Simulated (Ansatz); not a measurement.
Mo3Ir:
```
CELL_PARAMETERS angstrom
      4.96767     0.00000     0.00000
      0.00000     4.96767     0.00000
      0.00000     0.00000     4.96767
ATOMIC_POSITIONS crystal
  Mo 0.50000 0.25000 0.00000
  Mo 0.50000 0.75000 0.00000
  Mo 0.25000 0.00000 0.50000
  Mo 0.75000 0.00000 0.50000
  Mo 0.00000 0.50000 0.25000
  Mo 0.00000 0.50000 0.75000
  Ir 0.50000 0.50000 0.50000
  Ir 0.00000 0.00000 0.00000
```

Relaxed with r²SCAN.

Problem. Give the Bader charges and basin volumes of the independent atoms, DFT-r²SCAN in the program Ansatz with PAW potentials.

Solution. 

```json
[
 {"atom": "Mo1", "Bader charge (e)": "+0.50", "Bader volume (Å³)": "14.1"},
 {"atom": "Ir7", "Bader charge (e)": "-1.49", "Bader volume (Å³)": "19.1"}
]
```

Space group Pm-3n (A15 (Cr3Si type)). The first step of the workflow began from a Materials Project structure, measured or hypothetical; the Crystallography Open Database copy checked does not list it. Its standing as an ambient phase is unchecked. The r²SCAN relaxation kept the symmetry of its start; its stability against distortions is not shown here. The run is not spin-polarised. Spin–orbit coupling is left out wherever it is not named.

Potentials: the later of the program's two PAW sets.
